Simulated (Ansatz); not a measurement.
Given:

C:
```yaml
crystal:
  lattice:
    - [6.06354, 0.00000, 0.00000]
    - [0.00000, 6.06354, 0.00000]
    - [0.00000, 0.00000, 6.06354]
  atoms:
    - { symbol: C, position: [0.58672, 0.75000, 0.91328] }
    - { symbol: C, position: [0.58672, 0.91328, 0.75000] }
    - { symbol: C, position: [0.75000, 0.58672, 0.91328] }
    - { symbol: C, position: [0.75000, 0.91328, 0.58672] }
    - { symbol: C, position: [0.91328, 0.58672, 0.75000] }
    - { symbol: C, position: [0.91328, 0.75000, 0.58672] }
    - { symbol: C, position: [0.08672, 0.25000, 0.58672] }
    - { symbol: C, position: [0.08672, 0.41328, 0.75000] }
    - { symbol: C, position: [0.25000, 0.08672, 0.58672] }
    - { symbol: C, position: [0.25000, 0.41328, 0.91328] }
    - { symbol: C, position: [0.41328, 0.08672, 0.75000] }
    - { symbol: C, position: [0.41328, 0.25000, 0.91328] }
    - { symbol: C, position: [0.08672, 0.58672, 0.25000] }
    - { symbol: C, position: [0.08672, 0.75000, 0.41328] }
    - { symbol: C, position: [0.25000, 0.58672, 0.08672] }
    - { symbol: C, position: [0.25000, 0.91328, 0.41328] }
    - { symbol: C, position: [0.41328, 0.75000, 0.08672] }
    - { symbol: C, position: [0.41328, 0.91328, 0.25000] }
    - { symbol: C, position: [0.58672, 0.08672, 0.25000] }
    - { symbol: C, position: [0.58672, 0.25000, 0.08672] }
    - { symbol: C, position: [0.75000, 0.08672, 0.41328] }
    - { symbol: C, position: [0.75000, 0.41328, 0.08672] }
    - { symbol: C, position: [0.91328, 0.25000, 0.41328] }
    - { symbol: C, position: [0.91328, 0.41328, 0.25000] }
```

This is the r²SCAN-relaxed structure.

All from plane-wave PAW r²SCAN (Ansatz code), unless another level is named. Estimate the smallest direct gap on the standard path.

3.73 eV.

Next, the band gap?

3.11 eV (indirect).

What about the valence-band maximum?

at Γ.

Give the conduction-band minimum.

on the R–M line, 49 % of the way from R (6 equivalent valleys).

Space group Pn-3m. The start of the workflow was typed in or built on a structure type; neither database checked (COD, Materials Project) lists it. It is not the phase usual at ambient conditions (space group No. 194, 227). Symmetry was held in the r²SCAN relaxation; whether a distortion lowers the energy is not shown.

Potentials: the later of the program's two PAW sets.
